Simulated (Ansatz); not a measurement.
GaN (wurtzite, P6_3mc), PBEsol (plane waves, PAW; program Ansatz). The conduction-band minimum lies at Γ, with 1 equivalent valley. Second derivatives d²E/dk² of the lowest band at one valley (eV·Å²), along Cartesian directions:

| direction | d²E/dk² |
|---|---|
| [100] | 44.09 |
| [010] | 44.09 |
| [001] | 48.86 |
| [110] | 44.09 |
| [101] | 46.48 |
| [011] | 46.48 |

Task: Find the principal effective masses, the density-of-states mass and the conductivity mass.

Result: Off-diagonal terms follow from H_xy = H[110] − (H_xx + H_yy)/2, and m*/mₑ = 7.620 eV·Å² over each eigenvalue: 0.16, 0.17, 0.17. One valley's DOS mass (m₁m₂m₃)^(1/3) = 0.17, conductivity mass 3/(Σ 1/mᵢ) = 0.17 mₑ.

Task: What effective density of states Nc follows at 300 K for parabolic valleys?

Result: Nc = 2.509e19 × 1 × (0.17)^(3/2) ≈ 1.8e18 cm⁻³.

The PBEsol relaxation kept the symmetry of its start. Scalar-relativistic: spin–orbit coupling is off unless named, which matters more the heavier the elements.

Potentials: the later of the program's two PAW sets.

Edges and masses are those of Kohn–Sham bands, whose gap is no quasiparticle gap.
